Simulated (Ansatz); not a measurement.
Values for one crystal, relaxed and computed with plane-wave PAW r²SCAN (Ansatz code); other levels are named.

| Quantity | Result |
|---|---|
| Volume per atom | 18.38 Å³ |
| Electronic character | metallic (no gap) |
| Density of states at the Fermi level | 0.25 states/eV per atom (mean over ±0.08 eV) |
| Formation energy from the elements (no fitted shifts) | -0.61 eV/atom |

Which compound is it?
A. TaSi2, P6_222 (Ta on 3d, Si on 6j)
B. YSi2Au2, I4/mmm (Y on 2a, Si on 4e, Au on 4d)
C. Y3SiS2, Immm (Y on 4j, Y on 2d, Si on 2a, S on 4i)
D. Y2MgSi2, P4/mbm (Y on 4h, Mg on 2a, Si on 4g)

B, YSi2Au2, I4/mmm (Y on 2a, Si on 4e, Au on 4d)

The first step of the workflow began from a Materials Project structure, measured or hypothetical; the Crystallography Open Database copy checked does not list it. Its standing as an ambient phase is unchecked. Symmetry was held in the r²SCAN relaxation; whether a distortion lowers the energy is not shown. No spin polarisation was allowed. The references are the lowest solids computed at this level, not always the standard phases. Scalar-relativistic: spin–orbit coupling is off unless named, which matters more the heavier the elements.

Potentials: the earlier of the program's two PAW sets.
